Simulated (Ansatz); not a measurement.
# Sc₂GaN₃: rattling a relaxed structure

It was reached by relaxing an invented guess, and it needn't be the stable form of this composition.

These are results of Ansatz, DFT PBE, scalar-relativistic, plane waves, PAW, not measurements. Cutoff 420 eV; k points 12×12×4 on the computed 6-atom cell (Γ-centred); Gaussian smearing, width 0.02 eV; no spin polarisation.

The cell below (6 atoms, space group P-3m1 (No. 164)) is relaxed within its symmetry.

```xyz
6
Lattice="3.1564 0.0000 0.0000 -1.5782 2.7335 0.0000 0.0000 0.0000 7.5761" Properties=species:S:1:pos:R:3 pbc="T T T"
Sc    1.5782    0.9112    2.4749
Sc    0.0000    1.8224    5.1013
Ga    0.0000    0.0000    0.0000
N     0.0000    1.8224    1.1976
N     0.0000    0.0000    3.7881
N     1.5782    0.9112    6.3785
```

For the test a repeat of it with 12 atoms (edges 3.16, 3.16, 15.15 Å) was strained at random (σ = 1.5 % a component), the atoms were moved at random (σ = 0.05 Å), and all was relaxed again on a coarse 6×6×1 mesh (in the run’s order of axes) with 0.10 eV smearing, with no symmetry imposed.

Task: What happens?

Result: It returns, within 1 meV/atom of the unmoved cell on that mesh and with the same symmetry when read at 0.1 Å. So it is stable against the distortions that fit this cell and that this random move excites. Modes that don't fit the cell aren't tested.
